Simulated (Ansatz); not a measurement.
Relaxed-ion elastic tensor of ZrPt$_{3}$ (Cu3Au type, Pm-3m) in GPa (Voigt order), the program Ansatz at the PBEsol level (PAW); density 17.59 g/cm³, 15.96 Å³ per atom.

```
373  188  188  0.0  0.0  0.0
188  373  188  0.0  0.0  0.0
188  188  373  0.0  0.0  0.0
0.0  0.0  0.0  137  0.0  0.0
0.0  0.0  0.0  0.0  137  0.0
0.0  0.0  0.0  0.0  0.0  137
```

Is the crystal mechanically stable?

Yes: the smallest eigenvalue of C is 137 GPa.

Work out the Voigt, Reuss and Hill averages.

K_V = 250, K_R = 250, K_H = 250; G_V = 119, G_R = 115, G_H = 117 GPa.

Give Young's modulus, Poisson's ratio, Pugh's ratio and the universal anisotropy index.

E = 9KG/(3K + G) = 303 GPa; ν = 0.30; K/G = 2.14 (ductile by the Pugh limit of 1.75); A_U = 5G_V/G_R + K_V/K_R − 6 = 0.19.

Estimate the sound speeds and the Debye temperature.

v_l = √((K + 4G/3)/ρ) = 4800 m/s, v_t = √(G/ρ) = 2580 m/s, mean 2880 m/s; Θ = (h/k)(3n/4πV)^(1/3) v_m = 340 K.

Give the Zener ratio and Young's modulus along [100], [110] and [111].

A = 2C44/(C11 − C12) = 1.48; 1/E = S11 − 2(S11 − S12 − S44/2)Γ with Γ = 0, 1/4, 1/3 gives 247, 315, 347 GPa.

The first step of the workflow began from a Materials Project structure, measured or hypothetical; the Crystallography Open Database files this formula in space group No. 221, but the cells were not matched. Its standing as an ambient phase is unchecked. The cell was relaxed with PBEsol under the symmetry of its start; its stability against distortions is not shown here. No spin polarisation was allowed. As this level gives no gap, shear constants depend on the k-mesh and smearing (Fermi–Dirac, 0.1 eV here). Spin–orbit coupling is left out wherever it is not named.

Potentials: the later of the program's two PAW sets.
